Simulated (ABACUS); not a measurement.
Consider a self-consistent single point of a model cell of Rh (P2_1/m, 2 atoms in the cell; prototype structure).

```xyz
2
Lattice="2.6922 0.0000 0.0000 -1.3730 2.3781 0.0000 0.0000 0.0000 4.3710" Properties=species:S:1:pos:R:3 pbc="T T T"
Rh    -0.0179     1.5854     1.0928
Rh     1.3371     0.7927     3.2783
```

All values come from this method and carry its errors: LDA (PW92), numerical atomic orbitals DZP (confined pseudo-atomic orbitals with Gaussian additions; energy shift 0.003 Ry), PseudoDojo 0.4 standard norm-conserving LDA (tails mended) pseudopotentials (ABACUS).

ABACUS settings:

| key | value |
|---|---|
| basis | DZP numerical atomic orbitals, energy shift 0.003 Ry |
| KPT | Gamma 14 14 8 0 0 0 |
| basis_type | lcao |
| dft_functional | PWLDA |
| ecutwfc | 100 Ry |
| smearing_method | fd |
| smearing_sigma | 0.00734986 Ry |
| potentials | PseudoDojo 0.4 standard norm-conserving LDA (tails mended) |
| symmetry | 1 |
| symmetry_prec | 1e-05 |
| ks_solver | scalapack_gvx |
| scf_nmax | 100 |
| scf_thr | 1.0e-07 |
| mixing_type | broyden |

Results:

- Number of valence electrons = 34
- Number of bands = 27
- Number of k-points after the program's reduction = 500
- Size of the basis = 52
- Number of SCF iterations = 7
- Free energy E − TS = -6384.6530 eV
- Fermi level (on the code's own zero) = 21.89 eV
- Pressure = -13.46 GPa

Stress (GPa, positive for compression):
```
-10.78    1.49    0.00
  1.49  -16.25    0.00
  0.00    0.00  -13.36
```

For comparison: a first run was changed to give this one (lattice vector b scaled by 1.02), and from it to this one the free energy rises by 21.7 meV/atom and the pressure goes from -8.58 to -13.46 GPa.

The cell was set up from a structure prototype or typed lattice constants and was not relaxed beforehand at this level. The atom-centred basis is finite, which shifts total energies and pressures against plane waves.

Cost on one core: around 60 core-seconds (rough).

The atomic orbitals were generated for these runs; they are not ABACUS's published sets and were checked against plane waves on a few crystals only.

“Tails mended”: in these copies of the files the far tail of each local potential was reset to the Coulomb form.
